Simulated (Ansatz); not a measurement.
HgS (cinnabar type, space group P3_221)

```
HgS
1.0
    4.13888     0.00000     0.00000
   -2.06944     3.58437     0.00000
    0.00000     0.00000     9.40775
Hg S
3 3
Direct
  0.71013   0.00000   0.66667
  0.00000   0.71013   0.33333
  0.28987   0.28987   0.00000
  0.49980   0.00000   0.16667
  0.00000   0.49980   0.83333
  0.50020   0.50020   0.50000
```

E(V) scan at fixed shape, V₀ the volume above. The atoms relax within the cell's symmetry.

Calculation: PBEsol (plane waves to 420 eV, PAW, scalar-relativistic; Ansatz, a program for electronic structure). k mesh 10×10×4 (Γ-centred), Fermi-Dirac smearing 0.05 eV. The energy includes the smearing's −TS. Compression counts positive. With the shape held, the modulus is that of even scaling; a crystal free to change shape is softer. HgS was relaxed with its symmetry unable to fall. Spin-orbit coupling is left out, though Hg is heavy. The zero of ΔE is the relaxed starting cell.

```tsv
V (Å³/atom)	ΔE (meV/atom)
20.935	24.3
21.517	12.3
22.098	withheld
22.680	1.1
23.261	0.0
23.843	0.9
24.424	3.4
25.006	7.0
25.587	11.5
```

Q: Fit a third-order Birch-Murnaghan form (E₀, V₀, B₀, B₀′ free) to the given rows and predict ΔE at V = 22.098.

A: Least squares on the 8 given rows: ΔE = E₀ + (9V₀B₀/16)·y²·[2 + (B₀′ − 4)y], y = (V₀/V)^(2/3) − 1, with V₀ = 23.260 Å³/atom, B₀ = 22.97 GPa (160.2 GPa = 1 eV/Å³; the term in eV is multiplied by 1000), B₀′ = 10.21, E₀ = -0.05 meV/atom; root-mean-square residual 0.04 meV/atom. At 22.098 the fit gives 5.0 meV/atom; the calculation gives 4.9 meV/atom, so the interpolation is off by 0.1 (+2.0 %). For the pressure the fit gives 1.52 GPa against the computed 1.51 GPa.

(Under strain, the slope of the energy per volume gives the stress and its curvature an elastic modulus.)
